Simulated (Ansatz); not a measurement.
Ca2Bi in space group I4/mmm (No. 139; Ca on 4c, Ca on 4e, Bi on 4e) under volume change, the program Ansatz at the PBEsol level (PAW), shape and atoms relaxed at each volume.

```json
[
 {"V (Å³/atom)": "29.182", "E − E(relaxed) (meV/atom)": "31.4", "P (GPa)": "3.76"},
 {"V (Å³/atom)": "30.144", "E − E(relaxed) (meV/atom)": "13.2", "P (GPa)": "2.32"},
 {"V (Å³/atom)": "31.106", "E − E(relaxed) (meV/atom)": "3.1", "P (GPa)": "1.07"},
 {"V (Å³/atom)": "32.068", "E − E(relaxed) (meV/atom)": "0.0", "P (GPa)": "-0.01"},
 {"V (Å³/atom)": "33.030", "E − E(relaxed) (meV/atom)": "2.9", "P (GPa)": "-0.94"},
 {"V (Å³/atom)": "33.992", "E − E(relaxed) (meV/atom)": "11.0", "P (GPa)": "-1.74"},
 {"V (Å³/atom)": "34.954", "E − E(relaxed) (meV/atom)": "23.5", "P (GPa)": "-2.43"}
]
```

### Question
What does a third-order Birch–Murnaghan fit give for V₀, B₀ and B′?

### Answer
V₀ = 32.06 Å³/atom, B₀ = 33.3 GPa, B′ = 3.9.

The workflow started from an entry of the Crystallography Open Database (COD). Its standing as an ambient phase is unchecked. The PBEsol relaxation kept the symmetry of its start; its stability against distortions is not shown here. Spin–orbit coupling is left out wherever it is not named.

Potentials: the later of the program's two PAW sets.
